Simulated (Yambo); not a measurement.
G0W0@LDA for CsH (rock salt, space group Fm-3m, No. 225) in Yambo. Reference settings: 4×4×4 Γ-centred k mesh, 141 bands and a 10 Ry block in the screening, 141 bands in G with the Bruneval-Gonze terminator, plasmon pole fitted at 27.2 eV. The LDA gap L → L on this mesh is 1.96 eV; G0W0 gaps are taken between the same points.

With and without the terminator, as bands are cut:

| bands in G (in W) | gap, terminator (eV) | gap, none (eV) | valence shift, terminator (eV) | valence shift, none (eV) |
|---|---|---|---|---|
| 43 (141) | 4.212 | 4.097 | -1.533 | -1.250 |
| 86 (141) | 4.227 | 4.192 | -1.569 | -1.467 |
| 141 (141) | 4.231 | 4.222 | -1.576 | -1.538 |

Over this range the gap spans 0.019 eV with the terminator and 0.125 eV without, the valence shift 0.043 eV and 0.288 eV. Neither column has reached its limit for certain.

Geometry of the Materials Project entry, not relaxed at this level; primitive cell a = 4.5131 Å, b = 4.5131 Å, c = 4.5131 Å, α = 60.00°, β = 60.00°, γ = 60.00°.

A shift is the quasiparticle energy of the state minus its LDA energy.
